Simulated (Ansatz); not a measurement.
# Nb₃Pb in Ansatz, relaxation

Input:

```yaml
crystal:
  lattice:
    - [5.382164, 0.0, 0.0]
    - [0.0, 5.382164, 0.0]
    - [0.0, 0.0, 5.382164]
  atoms:
    - { symbol: Pb, position: [0.0, 0.0, 0.0] }
    - { symbol: Pb, position: [0.5, 0.5, 0.5] }
    - { symbol: Nb, position: [0.25, 0.0, 0.5] }
    - { symbol: Nb, position: [0.5, 0.75, 0.0] }
    - { symbol: Nb, position: [0.75, 0.0, 0.5] }
    - { symbol: Nb, position: [0.5, 0.25, 0.0] }
    - { symbol: Nb, position: [0.0, 0.5, 0.75] }
    - { symbol: Nb, position: [0.0, 0.5, 0.25] }
  symmetry: { tolerance: 0.0003 }
kpoints:
  mp_grid: { grid: [6, 6, 6], shift: [0, 0, 0] }
magnetization:
  spin_polarized: false
scf:
  occupations: { method: fermi_dirac }
  lower_state_search: "off"
hamiltonian:
  pseudopotentials: { kind: paw }
  xc: pbe
basis:
  ecutwfc: 420
  fft_grid_basis: typed
relax:
  max_steps: 60
  cell: { p_target: 0.0 }
  f_tol: 0.03
output:
  forces: true
  stress: true
  eigenvalues: true
  bader: true
  populations: true
  elf: true
  write_potential: true
  volumetric_format: npy
  dos:
    e_range: [-12, 8]
    de: 0.05
    projected: { site_lists: { Nb: [Nb], Pb: [Pb] } }
checkpoint:
  read: saved_state
```

Launch command:

```bash
ansatz run input.yaml --threads 2 --pin off --max-ram 3584MiB --backend cpu --events-out ev --progress --plain --runs-dir out
```

Origin of the cell: a database entry, scaled a little.

The smearing width isn't typed, so it takes its default of 0.1 eV.

The saved state is a converged single point of the same cell.

Steps («new basis» is an SCF on plane waves selected anew at the same cell):

| step | ΔF (meV/atom) | max force component (eV/Å) | P (GPa) | volume (Å³) | SCF iterations | step was |
| --- | --- | --- | --- | --- | --- | --- |
| 1 | 0.0 | 0.000 | -0.91 | 155.91 | 6 | accepted |
| 2 | 2.3 | 0.000 | 2.70 | 152.38 | 6 | rejected |
| 3 | -0.3 | 0.000 | -0.03 | 155.01 | 7 | accepted |
| 4 | -0.3 | 0.000 | -0.03 | 155.01 | 8 | new basis |

Step 1, with forces in eV/Å:

```xyz
8
Lattice="5.382 0.000 0.000 0.000 5.382 0.000 0.000 0.000 5.382" Properties=species:S:1:pos:R:3:forces:R:3 pbc="T T T" step=1
Pb    0.000    0.000    0.000    0.000    0.000    0.000
Pb    2.691    2.691    2.691    0.000    0.000    0.000
Nb    1.346    0.000    2.691    0.000    0.000    0.000
Nb    2.691    4.037    0.000    0.000    0.000    0.000
Nb    4.037    0.000    2.691    0.000    0.000    0.000
Nb    2.691    1.346    0.000    0.000    0.000    0.000
Nb    0.000    2.691    4.037    0.000    0.000    0.000
Nb    0.000    2.691    1.346    0.000    0.000    0.000
```

Step 4, with forces in eV/Å:

```xyz
8
Lattice="5.372 0.000 0.000 0.000 5.372 0.000 0.000 0.000 5.372" Properties=species:S:1:pos:R:3:forces:R:3 pbc="T T T" step=4
Pb    0.000    0.000    0.000    0.000    0.000    0.000
Pb    2.686    2.686    2.686    0.000    0.000    0.000
Nb    1.343    0.000    2.686    0.000    0.000    0.000
Nb    2.686    4.029    0.000    0.000    0.000    0.000
Nb    4.029    0.000    2.686    0.000    0.000    0.000
Nb    2.686    1.343    0.000    0.000    0.000    0.000
Nb    0.000    2.686    4.029    0.000    0.000    0.000
Nb    0.000    2.686    1.343    0.000    0.000    0.000
```

- Free energy lowered by: 0.3 meV/atom
- Volume change: -0.58 %
- Final pressure: -0.03 GPa
- Relaxation steps listed: 4
- Gap on the mesh: none (metal)

Caveats: no moments, though an odd count or open d shells may carry them; no spin-orbit coupling, though heavy elements are present; the relaxation held the start's symmetry, so the end may be a saddle point.

It ran for 44 s of wall time on 2 CPU thread(s) of a shared host, from a saved density.
